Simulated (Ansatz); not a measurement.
ZnSnN₂ in space group R-3m (No. 166; Zn on 3a, Sn on 3b, N on 6c) at seven volumes, the program Ansatz at the PBEsol level (PAW), shape and atoms relaxed at each. One row is withheld.

```tsv
V (Å³/atom)	P (GPa)
10.136	21.49
10.470	13.07
10.804	5.97
11.138	0.01
11.472	-5.02
11.806	-9.23
12.141	?
```

Q: Fit the shown pressures and predict the withheld one.

A: Third-order Birch–Murnaghan: P = (3/2)B₀(x^(7/2) − x^(5/2))[1 + (3/4)(B′ − 4)(x − 1)] with x = (V₀/V)^(2/3). Least squares on the six rows gives V₀ = 11.139 Å³/atom, B₀ = 182.1 GPa, B′ = 4.74. At V = 12.141, x = 0.9442 and P = -12.80 GPa. The run itself gave -12.76 GPa.

The start of the workflow was typed in or built on a structure type; neither database checked (COD, Materials Project) lists it. Whether it is the stable phase at ambient conditions was not checked. The cell was relaxed with PBEsol under the symmetry of its start. At this level the phase is mechanically unstable. Its formation energy is positive at this level, so the cell may be metastable or incomplete. Spin–orbit coupling is left out wherever it is not named.

Potentials: the later of the program's two PAW sets.
